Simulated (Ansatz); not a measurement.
The calculation used Ansatz 0.2.0, DFT PBE, scalar-relativistic, plane waves, PAW. Settings: cutoff 420 eV, Γ-centred meshes spaced at most about 0.3 Å⁻¹, and about 0.25 Å⁻¹ or finer for metals (2π included), Gaussian smearing. No spin polarisation in the final relaxations.

Temperature and zero-point effects are left out. All come from trial cells, and lower structures may exist.

Question: Order these relaxed structures of Ba7B by energy, lowest first, with the energy over the lowest of them.
1.

```xyz
8
Lattice="0.0000 6.4260 6.4260 6.4260 0.0000 6.4260 6.4260 6.4260 0.0000" Properties=species:S:1:pos:R:3 pbc="T T T"
Ba    2.9464    6.4260    6.4260
Ba    9.9057    6.4260    6.4260
Ba    6.4260    2.9464    6.4260
Ba    6.4260    9.9057    6.4260
Ba    6.4260    6.4260    2.9464
Ba    6.4260    6.4260    9.9057
Ba    6.4260    6.4260    6.4260
B     0.0000    0.0000    0.0000
```

2.

```xyz
8
Lattice="0.0000 5.8812 5.8812 5.8812 0.0000 5.8812 5.8812 5.8812 0.0000" Properties=species:S:1:pos:R:3 pbc="T T T"
Ba    0.0000    2.9406    2.9406
Ba    5.8812    2.9406    2.9406
Ba    2.9406    0.0000    2.9406
Ba    2.9406    5.8812    2.9406
Ba    2.9406    2.9406    0.0000
Ba    2.9406    2.9406    5.8812
Ba    5.8812    5.8812    5.8812
B     0.0000    0.0000    0.0000
```

Answer: 2 (0 meV/atom), 1 (17 meV/atom). Forms: 2 Fm-3m; 1 Fm-3m. Counting Ba atoms around B (those within 1.25 times the shortest such distance or 1.15 times the sum of covalent radii, 1.27 where that leaves under three; the shortest distance is added where it exceeds 1.18 times the sum of covalent radii): cell 2 has B 12 from 4.2 Å; cell 1 has B 6. Even the lowest lies +0.57 eV/atom against the elements.

A magnetic state wasn't ruled out in cells without spin, among them Fm-3m at 50.9 Å³/atom, Fm-3m at 66.3 Å³/atom. Cells relaxed within their symmetry can be saddle points. Some candidate types were left out of the draw beforehand, so a known form may be missing.
